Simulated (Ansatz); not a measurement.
## Ionic part of the dielectric constant of CaPtCl6, mode by mode

Computed with DFT PBE, scalar-relativistic, plane waves, PAW in Ansatz. Settings: 420 eV plane-wave cutoff, Γ-centred 6×6×6 mesh, fixed occupations. No spin polarisation. Phonons by linear response, acoustic sum rule imposed.

Space group R-3 (No. 148), trigonal, a = 6.374 Å, c = 17.483 Å. Ca is surrounded by 6 Cl at 2.81 Å; around Pt lie 6 Cl at 2.35 Å; Cl is surrounded by 1 Pt at 2.35 Å and 1 Ca at 2.81 Å.

The structure comes from a generated guess, relaxed at this level; another structure or a mixture of phases may lie lower. Spin–orbit coupling is left out, which matters for heavy elements.

The primitive cell has V = 205.07 Å³ and ε∞,yy = 4.048. Each polar mode adds Δε = (4.92064×10⁷/V)·S/ν² along y, with S its oscillator strength in e²/amu, ν in cm⁻¹ and V in Å³.

Task: From these modes, find each Δε and ε0,yy.
| ν (cm⁻¹) | S_yy (e²/amu) |
| --- | --- |
| 104.73 | 0.03296 |
| 137.50 | 0.07787 |
| 200.21 | 0.1388 |
| 299.73 | 0.1698 |

Result:
```csv
ν (cm⁻¹),Δε
104.73,0.72
137.50,0.99
200.21,0.83
299.73,0.45
```

The sum is 2.99, so ε0,yy = 7.04; the run's tensor has 7.04.

Task: Where do the longitudinal modes lie for a wave vector along y?

Result: At 109.12, 148.76, 219.25, 320.23 cm⁻¹. The Lyddane–Sachs–Teller product Π(ν_LO/ν_TO)² = 1.74 agrees with ε0/ε∞ = 1.74.
